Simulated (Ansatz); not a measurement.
Polymorphs of ZrIr, each relaxed with plane-wave PAW LDA (Ansatz code):

A: Cmcm
a = 3.121 Å, b = 10.078 Å, c = 4.434 Å, α = β = γ = 90.00°

```
atom  site  symmetry       x       y       z
----  ----  --------  ------  ------  ------
Zr      4c       m2m  0.0000  0.3568  0.2500
Ir      4c       m2m  0.0000  0.0919  0.2500
```

B: CsCl type (Pm-3m)
a = b = c = 3.2469 Å, α = β = γ = 90.00°

```
atom  site  symmetry       x       y       z
----  ----  --------  ------  ------  ------
Zr      1b      m-3m  0.5000  0.5000  0.5000
Ir      1a      m-3m  0.0000  0.0000  0.0000
```

### Question
Order them by energy per atom at 0 K (lowest first) at the level LDA.

### Answer
A (+0 meV/atom), B (+73 meV/atom)

Built on a structure type that need not be the filed one of that space group: A. Standing as an ambient phase not checked: A; B. Unstable at this level: B. All cells were relaxed under the symmetry of their starts (and spin orders); stability against distortions was not tested throughout. Rows with no word on spin ran without spin polarisation. Scalar-relativistic: spin–orbit coupling is off unless named, which matters more the heavier the elements.

Energies hold the estimated change up to a 700 eV cutoff; steps of a few meV lie near the error of the meshes.

Potentials: the later of the program's two PAW sets.
